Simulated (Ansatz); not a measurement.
ZnS:
```yaml
crystal:
  lattice:
    - [3.80708, 0.00000, 0.00000]
    - [-1.90354, 3.29703, 0.00000]
    - [0.00000, 0.00000, 6.24658]
  atoms:
    - { symbol: Zn, position: [0.33333, 0.66667, 0.00035] }
    - { symbol: Zn, position: [0.66667, 0.33333, 0.50035] }
    - { symbol: S, position: [0.33333, 0.66667, 0.37465] }
    - { symbol: S, position: [0.66667, 0.33333, 0.87465] }
```

Cartesian axes are those of the cell as given.

Problem. Give the high-frequency dielectric tensor and the Born effective charge tensors of the independent atoms from DFPT, the program Ansatz at the r²SCAN level (PAW).

Solution. 
ε∞:
```
5.33  0.00  0.00
0.00  5.33  0.00
0.00  0.00  5.45
```
Z* of atom 1 (Zn), rows: field, columns: displacement, in e:
```
1.94  0.00  0.00
0.00  1.94  0.00
0.00  0.00  2.04
```
Z* of atom 3 (S), rows: field, columns: displacement, in e:
```
-1.94   0.00   0.00
 0.00  -1.94   0.00
 0.00   0.00  -2.04
```

Static charges for comparison (Bader): Zn1 +0.97, S3 -0.97 e. Born charges measure polarisation by displacement and can exceed these by far.

Space group P6_3mc (wurtzite). Symmetry was held in the r²SCAN relaxation.

Potentials: the earlier of the program's two PAW sets. The files were generated under PBE; for other functionals the program regenerates the frozen cores, and for LDA and PBEsol the local potential too.
